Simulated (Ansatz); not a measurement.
BiTe (rock salt, Fm-3m) under volume change, plane-wave PAW PBEsol (Ansatz code), scaled uniformly.

```
V (Å³/atom)  E − E(relaxed) (meV/atom)  P (GPa)
-----------  -------------------------  -------
29.736                            53.9     6.42
30.717                            22.5     3.90
31.697                             ___      ___
32.677                             0.0     0.00
33.658                             4.7    -1.51
34.638                             ___      ___
35.618                            38.3    -3.84
```

Task: Some entries are withheld; supply them.

Result: 
- 31.697, E − E(relaxed) (meV/atom): 5.3
- 31.697, P (GPa): 1.79
- 34.638, E − E(relaxed) (meV/atom): 17.9
- 34.638, P (GPa): -2.77

Task: What does a third-order Birch–Murnaghan fit give for V₀, B₀ and B′?

Result: V₀ = 32.68 Å³/atom, B₀ = 54.5 GPa, B′ = 4.7.

The first step of the workflow began from a Materials Project structure, measured or hypothetical; the Crystallography Open Database files this formula in space group No. 225, but the cells were not matched. Its standing as an ambient phase is unchecked. The cell was relaxed with PBEsol under the symmetry of its start; of distortions, only those at the zone centre were tested. Scalar-relativistic: spin–orbit coupling is off unless named, which matters more the heavier the elements.

Potentials: the earlier of the program's two PAW sets.
